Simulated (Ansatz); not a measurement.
**From the elastic tensor of Al$_{2}$Cu at 3 GPa (stress–strain coefficients) to moduli and sound speeds**

These are results of DFT LDA, scalar-relativistic, plane waves, PAW (Ansatz), not measurements. Settings: 420 eV plane-wave cutoff, Γ-centred 14×14×14 mesh, Fermi-Dirac smearing of 0.15 eV. No spin polarisation.

Symmetry: Fm-3m, No. 225, cubic system. Conventional cell: a = 5.623 Å, b = 5.623 Å, c = 5.623 Å, α = 90.00°, β = 90.00°, γ = 90.00°. Al (site symmetry -43m) is surrounded by 4 Cu at 2.43 Å. Cu (site symmetry m-3m) has 8 Al at 2.43 Å as nearest neighbours.

In a metal, frequencies and elastic constants depend on the k mesh and the smearing, soft modes and shear constants most.

Relaxed-ion constants (GPa, on the Cartesian axes of the calculation):
```
215.8  70.6  85.3   0.0   0.0   0.0
 70.6 215.8  85.3   0.0   0.0   0.0
 85.3  85.3 201.1   0.0   0.0   0.0
  0.0   0.0   0.0  72.6   0.0   0.0
  0.0   0.0   0.0   0.0  72.6   0.0
  0.0   0.0   0.0   0.0   0.0  57.9
```

Density 4.390 g/cm³; 3 atoms in 44.45 Å³.

The values that follow are for a polycrystal of randomly turned grains, by Hill's mean where one number stands.

With S = C⁻¹: B_V = (C11+C22+C33+2(C12+C13+C23))/9, G_V = (C11+C22+C33−C12−C13−C23+3(C44+C55+C66))/15, 1/B_R = S11+S22+S33+2(S12+S13+S23), 15/G_R = 4(S11+S22+S33−S12−S13−S23)+3(S44+S55+S66); Hill is their mean. Then v_l = √((B+4G/3)/ρ), v_t = √(G/ρ), v_m = [(2/v_t³+1/v_l³)/3]^(−1/3) and Θ = (ħ/k_B)·v_m·(6π²n/V)^(1/3) for n atoms in the volume V; E = 9BG/(3B+G), ν = (3B−2G)/(2(3B+G)) and A^U = 5G_V/G_R + B_V/B_R − 6.

| Item | Value |
| --- | --- |
| Bulk modulus, Voigt / Reuss / Hill | 123.9 / 123.9 / 123.9 GPa |
| Shear modulus, Voigt / Reuss / Hill | 66.7 / 65.9 / 66.3 GPa |
| Young's modulus | 169 GPa |
| Poisson ratio | 0.273 |
| Pugh ratio B/G | 1.87 |
| Universal anisotropy index | 0.06 |
| Longitudinal and transverse sound speeds | 6955 and 3887 m/s |
| Debye temperature from the mean sound speed | 525 K |

Whether Al2Cu exists in this form wasn't checked.

Cost: 1 run of about 2.3 core-minutes, on Arm Neoverse V1 (shared hosts).